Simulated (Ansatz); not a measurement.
The calculation used DFT PBE, scalar-relativistic, plane waves, PAW in Ansatz. Settings: cutoff 420 eV, Γ-centred meshes spaced at most about 0.3 Å⁻¹ (2π included), Gaussian smearing. No spin polarisation in the final relaxations.

All energies are static (0 K, no zero-point motion).

Compare these two cells of HfSn2S6, each relaxed at this level.

A.

Space group P-31m (No. 162). a = 6.413 Å, b = 6.413 Å, c = 6.852 Å, α = 90.00°, β = 90.00°, γ = 120.00°
```csv
atom,site,symmetry,x,y,z
Hf,1a,-3.m,0.0000,0.0000,0.0000
Sn,2c,3.2,0.3333,0.6667,0.0000
S,6k,..m,0.3326,0.0000,0.2141
```

B.

Space group P-3m1 (No. 164). a = 3.684 Å, b = 3.684 Å, c = 20.417 Å, α = 90.00°, β = 90.00°, γ = 120.00°
| atom | site | symmetry | x | y | z |
| --- | --- | --- | --- | --- | --- |
| Hf | 1a | -3m. | 0.0000 | 0.0000 | 0.0000 |
| Sn | 2c | 3m. | 0.0000 | 0.0000 | 0.6682 |
| S | 2d | 3m. | 0.3333 | 0.6667 | 0.7409 |
| S | 2d | 3m. | 0.3333 | 0.6667 | 0.0701 |
| S | 2d | 3m. | 0.3333 | 0.6667 | 0.4046 |

Task: Which arrangement of the elements on these sites is preferred, and by what margin?

Result: B is lower, by 65 meV/atom. The two share one framework of sites and differ in which element sits where. A has Hf and Sn ordered on cadmium iodide sites, space group P-31m (No. 162), 27.1 Å³/atom and a gap of 0.96 eV on its mesh; B has Hf and Sn ordered on cadmium iodide sites, space group P-3m1 (No. 164), 26.7 Å³/atom and a gap of 1.20 eV. Counting S atoms around Hf and Sn (those within 1.25 times the shortest such distance or 1.15 times the sum of covalent radii, 1.27 where that leaves under three), A and B both have Hf 6, Sn 6. Both come from invented guesses.

No dispersion correction is applied, so the spacing and binding between layers, chains or molecules are poorly described (P-31m, P-3m1), and this can change margins and order among such cells. Spin–orbit coupling, which can matter for Hf, is left out. Kohn–Sham gaps at this level usually fall short of measured ones. Cells relaxed within their symmetry can be saddle points.
